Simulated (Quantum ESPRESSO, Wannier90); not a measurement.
# Wannier functions of NbP (I4₁md)

Cell from Materials Project (mp-9339), symmetrised, no further relaxation. Not found in the COD (Crystallography Open Database) copy used, which has the formula in other groups; not checked further. Level: PBEsol, spinors with spin-orbit coupling; pw.x of Quantum ESPRESSO at 66 Ry with PseudoDojo potentials, 4×4×4 k-points, Wannier90. Density: 10×10×10 mesh, cold smearing 0.01 Ry.

On the energy scale of pw.x, whose zero is arbitrary, the Fermi level lies at 14.85 eV.

Input w.win:

```
num_bands = 8
num_wann = 8
exclude_bands = 1-8,17-96
spinors = true
num_iter = 800
conv_tol = 1.0e-6
conv_window = 4
write_hr = true
write_u_matrices = true
auto_projections = true
begin unit_cell_cart
ang
    0.0000000000   -3.3498500000    0.0000000000
    3.3498500000    0.0000000000    0.0000000000
   -1.6749250000    1.6749250000    5.7401100000
end unit_cell_cart
begin atoms_frac
Nb   0.4998800000  0.4998800000 -0.0002400000
Nb   0.2498800000 -0.2501200000  0.4997600000
P    0.0827500000  0.0827500000  0.1655000000
P   -0.1672500000  0.3327500000 -0.3345000000
end atoms_frac
mp_grid = 4 4 4
begin kpoints
0.0000000000 0.0000000000 0.0000000000
0.0000000000 0.0000000000 0.2500000000
0.0000000000 0.0000000000 0.5000000000
... (61 more lines: the 4x4x4 mesh through Gamma)
end kpoints
```

Input of pw2wannier90.x that gives the overlap and projection files (equivalent; here they were cut from one run over all bands):

```
&inputpp
  outdir = './out'
  prefix = 'pwscf'
  seedname = 'w'
  write_amn = .true.
  write_mmn = .true.
  scdm_proj = .true.
  scdm_entanglement = 'isolated'
/
```

Output w.wout (banner and timings cut):

```
                                    ------
                                    SYSTEM
                                    ------

                              Lattice Vectors (Ang)
                    a_1     0.000000  -3.349850   0.000000
                    a_2     3.349850   0.000000   0.000000
                    a_3    -1.674925   1.674925   5.740110

                   Unit Cell Volume:      64.41262  (Ang^3)

                        Reciprocal-Space Vectors (Ang^-1)
                    b_1     0.000000  -1.875662   0.547305
                    b_2     1.875662   0.000000   0.547305
                    b_3    -0.000000   0.000000   1.094611

 *----------------------------------------------------------------------------*
 |   Site       Fractional Coordinate          Cartesian Coordinate (Ang)     |
 +----------------------------------------------------------------------------+
 | nb   1   0.49988   0.49988  -0.00024   |    1.67492  -1.67492  -0.00138    |
 | nb   2   0.24988  -0.25012   0.49976   |   -1.67492   0.00000   2.86868    |
 | p    1   0.08275   0.08275   0.16550   |    0.00000   0.00000   0.94999    |
 | p    2  -0.16725   0.33275  -0.33450   |    1.67492   0.00000  -1.92007    |
 *----------------------------------------------------------------------------*
                                ------------
                                K-POINT GRID
                                ------------

             Grid size =  4 x  4 x  4      Total points =   64

 *---------------------------------- MAIN ------------------------------------*
 |  Number of Wannier Functions               :                 8             |
 |  Number of Objective Wannier Functions     :                 8             |
 |  Number of input Bloch states              :                 8             |
 |  Output verbosity (1=low, 5=high)          :                 1             |
 |  Timing Level (1=low, 5=high)              :                 1             |
 |  Optimisation (0=memory, 3=speed)          :                 3             |
 |  Length Unit                               :               Ang             |
 |  Post-processing setup (write *.nnkp)      :                 F             |
 |  Using Gamma-only branch of algorithms     :                 F             |
 *----------------------------------------------------------------------------*
 *------------------------------- WANNIERISE ---------------------------------*
 |  Total number of iterations                :               800             |
 |  Number of CG steps before reset           :                 5             |
 |  Trial step length for line search         :             2.000             |
 |  Convergence tolerence                     :         0.100E-05             |
 |  Convergence window                        :                 4             |
 |  Iterations between writing output         :                 1             |
 |  Iterations between backing up to disk     :               100             |
 |  Write r^2_nm to file                      :                 F             |
 |  Write xyz WF centres to file              :                 F             |
 |  Write on-site energies <0n|H|0n> to file  :                 F             |
 |  Use guiding centre to control phases      :                 F             |
 |  Use phases for initial projections        :                 F             |
 *----------------------------------------------------------------------------*
 *-------------------------------- PLOTTING ----------------------------------*
 |  Plotting Hamiltonian in WF basis          :                 T             |
 *----------------------------------------------------------------------------*

       ... (k-mesh section left out)

 Starting a new Wannier90 calculation ...

 Reading overlaps from w.mmn

 Reading projections from w.amn

 *------------------------------- WANNIERISE ---------------------------------*
 +--------------------------------------------------------------------+<-- CONV
 | Iter  Delta Spread     RMS Gradient      Spread (Ang^2)            |<-- CONV
 +--------------------------------------------------------------------+<-- CONV

 ------------------------------------------------------------------------------
 Initial State
  WF centre and spread    1  ( -1.674668,  1.674930, -0.000538 )     0.58083668
  WF centre and spread    2  ( -0.000046, -1.674018, -2.870748 )     0.60664866
  WF centre and spread    3  (  1.685195, -1.664029,  0.002529 )     1.89623903
  WF centre and spread    4  ( -1.676674,  0.027325,  2.862864 )     1.72437509
  WF centre and spread    5  ( -1.674886,  1.675033, -0.002727 )     0.58802055
  WF centre and spread    6  ( -1.675252,  0.000075,  2.867291 )     0.59074373
  WF centre and spread    7  (  0.002340, -0.869163, -2.639581 )    12.00568083
  WF centre and spread    8  (  1.247389, -0.848138,  0.012172 )    11.08905149
  Sum of centres and spreads ( -3.766602, -1.677987,  0.231261 )    29.08159606

      0     0.291E+02     0.0000000000       29.0815960634  <-- CONV
        O_D=     19.1397028 O_OD=      5.3392505 O_TOT=     29.0815961 <-- SPRD
 ------------------------------------------------------------------------------
      1    -0.459E+01     4.6256071685       24.4922164729  <-- CONV
        O_D=     14.1710112 O_OD=      5.7185625 O_TOT=     24.4922165 <-- SPRD
      2    -0.153E+01     3.6133510181       22.9605437045  <-- CONV
        O_D=     12.2837399 O_OD=      6.0741611 O_TOT=     22.9605437 <-- SPRD
      3     0.173E+01     1.9555140397       24.6903499814  <-- CONV
        O_D=     13.4029825 O_OD=      6.6847247 O_TOT=     24.6903500 <-- SPRD
      4    -0.138E+01     4.3447179317       23.3110850564  <-- CONV
        O_D=     12.0007270 O_OD=      6.7077153 O_TOT=     23.3110851 <-- SPRD
      5    -0.172E-02     7.0413589432       23.3093617574  <-- CONV
        O_D=     11.9910528 O_OD=      6.7156662 O_TOT=     23.3093618 <-- SPRD
       ... (lines left out)
     42    -0.144E-06     0.0004626151        4.6063116635  <-- CONV
        O_D=      0.0000065 O_OD=      0.0036625 O_TOT=      4.6063117 <-- SPRD
     43    -0.531E-07     0.0002627709        4.6063116104  <-- CONV
        O_D=      0.0000065 O_OD=      0.0036624 O_TOT=      4.6063116 <-- SPRD
     44    -0.321E-07     0.0002648344        4.6063115783  <-- CONV
        O_D=      0.0000065 O_OD=      0.0036624 O_TOT=      4.6063116 <-- SPRD
             <<<     Delta < 1.000E-06  over  4 iterations     >>>
             <<< Wannierisation convergence criteria satisfied >>>
 Final State
  WF centre and spread    1  ( -1.674546,  1.674873, -0.000397 )     0.57231176
  WF centre and spread    2  (  0.000029, -1.674630, -2.870497 )     0.57230125
  WF centre and spread    3  (  1.674538, -1.674870, -0.003079 )     0.57935067
  WF centre and spread    4  ( -1.674796, -0.000014,  2.868506 )     0.57343927
  WF centre and spread    5  ( -1.674708,  1.674966, -0.002748 )     0.57922653
  WF centre and spread    6  ( -1.675048,  0.000124,  2.867342 )     0.57914090
  WF centre and spread    7  ( -0.000037, -1.675326, -2.871728 )     0.57834267
  WF centre and spread    8  (  1.674719, -1.674967, -0.000154 )     0.57219852
  Sum of centres and spreads ( -3.349849, -3.349846, -0.012756 )     4.60631158

         Spreads (Ang^2)       Omega I      =     4.602642714
        ================       Omega D      =     0.000006474
                               Omega OD     =     0.003662390
    Final Spread (Ang^2)       Omega Total  =     4.606311578
```
